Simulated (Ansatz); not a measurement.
The elements of this relaxed trial crystal are hidden behind letters.

```
lattice vectors (Å)
   3.6523    0.0000    0.0000
  -1.8262    3.1630    0.0000
   0.0000    0.0000   18.4960
fractional positions
X 0.3333 0.6667 0.0123
X 0.3333 0.6667 0.3343
X 0.3333 0.6667 0.6562
X 0.6667 0.3333 0.8341
Z 0.6667 0.3333 0.1756
Z 0.6667 0.3333 0.4976
Q 0.3333 0.6667 0.1418
Q 0.3333 0.6667 0.4637
Q 0.3333 0.6667 0.7838
Q 0.6667 0.3333 0.2834
Q 0.6667 0.3333 0.6053
Q 0.6667 0.3333 0.9619
```

The calculation used Ansatz 0.2.0, DFT PBE, scalar-relativistic, plane waves, PAW. Cutoff 420 eV, Γ-centred 12×12×2 mesh (12-atom cell), Gaussian smearing of 0.02 eV, no spin polarisation.

* Space group: P3m1 (No. 156)
* Conventional cell: a = 3.652 Å, c = 18.496 Å
* Volume per atom: 17.81 Å³
* Density: 2.45 g/cm³
* Formation energy: −0.304 eV/atom
* Gap on the 12×12×2 mesh of the 12-atom cell: 0.93 eV

Energies are uncorrected and count from the elements' standard states at the same level.

Problem. X is a p-block element of period 3, Z is a p-block element of period 2 and Q is a p-block element of period 3. Which elements are they?

Solution. X = Al, Z = B, Q = P, so the formula is Al2BP3. Density times volume gives a mean mass of 2.45 × 17.81/1.6605 = 26.3 u per atom, and this set has 26.3 u. Around Al on its first site lie 4 P at 2.31–2.39 Å; around B on its first site lie 1 P at 1.99 Å and 3 P at 2.20 Å; P on its first site is surrounded by 3 B at 2.20 Å and 1 Al at 2.39 Å; 9 more sites not described. Other sets within the hints have nearly the same mass, so mass alone doesn't settle it; this one was computed.

Kohn–Sham gaps at this level usually fall short of measured ones. A later test with randomly moved atoms came back to the same energy, though modes that don't fit the test's cell weren't probed. Another cell of Al2BP3 relaxed alike, in I-4m2, lies 38 meV/atom lower, so this cell isn't the stable form at this level.
